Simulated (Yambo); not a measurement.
Yambo run on Na$_{3}$BrO (anti-perovskite, space group Pm-3m, No. 221). The wavefunctions are PBEsol (Quantum ESPRESSO, PseudoDojo norm-conserving, 88 Ry, with spin-orbit coupling) ones on a 2×2×2 mesh (40 occupied bands); a = 4.5331 Å, b = 4.5331 Å, c = 4.5331 Å, α = 90.00°, β = 90.00°, γ = 90.00°.

Yambo input:

```
gw0
dyson
el_el_corr
HF_and_locXC
ppa
em1d
EXXRLvcs= 88 Ry
VXCRLvcs= 352 Ry
Chimod= "HARTREE"
% BndsRnXp
 7 | 276 |
%
NGsBlkXp= 7 Ry
% LongDrXp
 1.0 | 1.0 | 1.0 |
%
PPAPntXp= 27.2114 eV
% GbndRnge
 1 | 276 |
%
GTermKind= "BG"
DysSolver= "n"
ExtendOut
% QPkrange
 1 | 1 | 40 | 41 |
%
```

k points by index: 1 = Γ.

Table of the .qp output:

```
#    K-point    Band    Eo [eV]    E [eV]    E-Eo [eV]    Vxc [eV]    Vnlxc [eV]    Sc|Eo [eV]    Sc|E [eV]    dSc/dw|Eo [eV]    Re(Z)    Im(Z)
#
    1    40    0.000000    -0.675947    -0.675947    -17.83115    -22.71022    3.985994    4.203119    -8.737626    0.756938    -0.002166
    1    41    1.940596    2.713484    0.772889    -8.396037    -4.328772    -3.149103    -3.294376    -5.113808    0.841799    -0.001304
```
(The two width columns are left out.) Convergence of these settings isn't established.

Geometry of the Materials Project entry, not relaxed at this level.

The structure is a Materials Project entry; no match was found in the copy of COD used, and its stability was not checked.
